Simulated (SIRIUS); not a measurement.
Worked example: self-consistent single point of Ta (C2/m, 1 atom in the cell; from Materials Project mp-50, changed as shown) in SIRIUS.

Level of theory: LDA (PW92), GBRV LDA ultrasoft pseudopotentials (plane waves; SIRIUS 7.12.0).

The change in words: lattice vector b scaled by 1.02. Reference geometry (Im-3m):
```xyz
1
Lattice="-1.6549 1.6549 1.6549 1.6549 -1.6549 1.6549 1.6549 1.6549 -1.6549" Properties=species:S:1:pos:R:3 pbc="T T T"
Ta     0.0000     0.0000     0.0000
```

Reference input (self-consistent single point, DFT, LDA (PW92), plane waves, GBRV LDA ultrasoft pseudopotentials): parameters.ngridk = 14 14 14; parameters.xc_functionals = [XC_LDA_X, XC_LDA_C_PW]; parameters.gk_cutoff = 6.325 1/bohr; parameters.pw_cutoff = 14.143 1/bohr; parameters.smearing = cold; parameters.smearing_width = 0.00183747 Ha; potentials = GBRV LDA ultrasoft pseudopotentials; parameters.electronic_structure_method = pseudopotential; parameters.num_bands = 11; parameters.num_mag_dims = 0; parameters.num_dft_iter = 100; parameters.energy_tol = 1e-07 Ha. This run's input differs from it in these lines:

```diff
@@ -33,3 +33,3 @@
       [-3.1273644554, 3.1273644554, 3.1273644554],
-      [3.1273644554, -3.1273644554, 3.1273644554],
+      [3.1899125004, -3.1899125004, 3.1899125004],
       [3.1273644554, 3.1273644554, -3.1273644554]
```

Output (repeated stretches shortened):

```
[find] density tolerance         : 1e-06
[find] total energy tolerance    : 1e-07
[find] iter_solver_tol (initial) : 0.01
[find] iter_solver_tol (target)  : 1e-13
[find] num_dft_iter              : 100
Charges and magnetic moments
--------------------------------------------------------------------------------
total charge          : 13.000000
[find] | SCF iteration   0 out of 100|
[diagonalize] iterative solver tolerance (occupied, empty): 0.01 0.01
[diagonalize] average number of iterations: 2.30914
[find_efermi_generic] Newton iteration converged after 3 steps
[find] Charges and magnetic moments
[find] total charge          : 13.000000
[find] Energy
[find] smearing (-TS)                 :      -0.00000693
[find] Total energy                   :     -70.96066776 (Ha),    -141.92133553 (Ry)
[find] Free energy (E-TS)             :     -70.96067470 (Ha),    -141.92134939 (Ry)
[find] band gap (eV)                  :       0.00000000
[find] Efermi                         :       0.66488178
[find] iteration : 0, RMS (target) : 1.8188e-01 (1.0000e-06) , energy difference (target) : -7.0961e+01 (1.0000e-07)
[find] bands are converged : true
[find] iterative solver converged : false
[find] | SCF iteration   1 out of 100|
[diagonalize] iterative solver tolerance (occupied, empty): 0.000254472 0.000254472
   [... lines left out ...]
[find] Charges and magnetic moments
[find] Free energy (E-TS)             :     -70.96527383 (Ha),    -141.93054767 (Ry)
[find] band gap (eV)                  :       0.00000000
[find] Efermi                         :       0.64912254
[find] Charges and magnetic moments
[find] Free energy (E-TS)             :     -70.96529558 (Ha),    -141.93059115 (Ry)
[find] band gap (eV)                  :       0.00000000
[find] Efermi                         :       0.65070203
[find] Charges and magnetic moments
[find] Free energy (E-TS)             :     -70.96529806 (Ha),    -141.93059611 (Ry)
   [... lines left out ...]
[find] Efermi                         :       0.65065803
[ground_state] === stress tensor components [kbar] ===
[ground_state] === stress_total ===
[ground_state]   157.985491   -9.204707   14.592203
[ground_state]    -9.204707  150.914899   -9.204707
[ground_state]    14.592203   -9.204707  157.985491
[ground_state] ==== total Forces in Ha/bohr =====
[ground_state] atom:    0, force:       0.0000000      0.0000000      0.0000000
```

The run converged in 9 iterations. SIRIUS prints the stress tensor with tension positive. Against the reference run the free energy goes up by 29.9 meV/atom and the pressure goes from -12.07 to -15.56 GPa.

The structure comes from a collection of computed structures, made at another level of theory; the collection holds predicted forms beside known ones.

Cost on one core: about 90 core-seconds (a rough figure).

The gap that the log prints is read on the run's mesh, which can miss the band edges or a crossing.
